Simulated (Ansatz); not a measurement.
Values for one crystal, relaxed and computed with the program Ansatz at the LDA level (PAW); other levels are named.

* **Volume per atom**: 14.27 Å³
* **Band gap**: 3.20 eV (indirect)
* **Dynamical stability on the path**: unstable, down to 75i cm⁻¹
* **Electron effective mass, band 3 of 3 at the edge**: 0.33 along [100], 0.33 along [110], 0.44 along [111] (mₑ)
* **Young's modulus**: 259 GPa
* **Valence-band maximum**: at R
* **Elastic constants (relaxed ions, GPa)**: C11 = 351, C12 = 87.4, C44 = 87.9

**Question.** Which compound is it?
A) GaSe, P6_3/mmc (Ga on 4f, Se on 4f)
B) BaZrO3, cubic perovskite
C) SiC, 6H polytype
D) LiCl, rock salt

**Answer.** B, BaZrO3, cubic perovskite

Space group Pm-3m (cubic perovskite). The cell was relaxed with LDA under the symmetry of its start. No spin polarisation was allowed. Scalar-relativistic: spin–orbit coupling is off unless named, which matters more the heavier the elements.

Potentials: the later of the program's two PAW sets.
